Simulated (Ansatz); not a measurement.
PbSe (rock salt)

```
CELL_PARAMETERS angstrom
      0.00000     3.10883     3.10883
      3.10883     0.00000     3.10883
      3.10883     3.10883     0.00000
ATOMIC_POSITIONS crystal
  Se 0.00000 0.00000 0.00000
  Pb 0.50000 0.50000 0.50000
```

Scan: atom 2 (Pb, nearest neighbour Se at 3.109 Å; its periodic images, 4.4 Å or more away, move with it) is displaced along Cartesian x, direction (1.000, 0.000, 0.000) in Cartesian axes, by s. The other atoms stay.

Calculation: PBE (plane waves to 420 eV, PAW, scalar-relativistic; Ansatz, an electronic-structure program). k mesh 8×8×8 (Γ-centred), Fermi-Dirac smearing 0.05 eV. The energy includes the smearing's −TS. PbSe was relaxed with its symmetry unable to fall. Spin-orbit coupling is left out, though Pb is heavy. The PAW data are Ansatz's earlier set. The zero of ΔE is the undisplaced structure.

Successive frames, forces in eV/Å:

```
frame        ΔE (meV/cell)               F on Se1                F on Pb2
-----------  -------------  ---------------------  ----------------------
s = 0.062 Å            0.3  (0.012, 0.000, 0.000)  (-0.012, 0.000, 0.000)
s = 0.124 Å            1.9  (0.044, 0.000, 0.000)  (-0.044, 0.000, 0.000)
s = 0.186 Å            6.6  (0.112, 0.000, 0.000)  (-0.112, 0.000, 0.000)
```

Problem. What are the energy and the forces in the next frame, s = 0.248 Å?

Solution. ΔE (meV/cell) = 16.8.

| atom | Fx | Fy | Fz |
|---|---|---|---|
| Se1 | 0.228 | 0.000 | 0.000 |
| Pb2 | -0.228 | 0.000 | 0.000 |

(For displaced atoms, the force is minus the slope of the energy, and its curvature is a force constant, which sets phonon frequencies.)
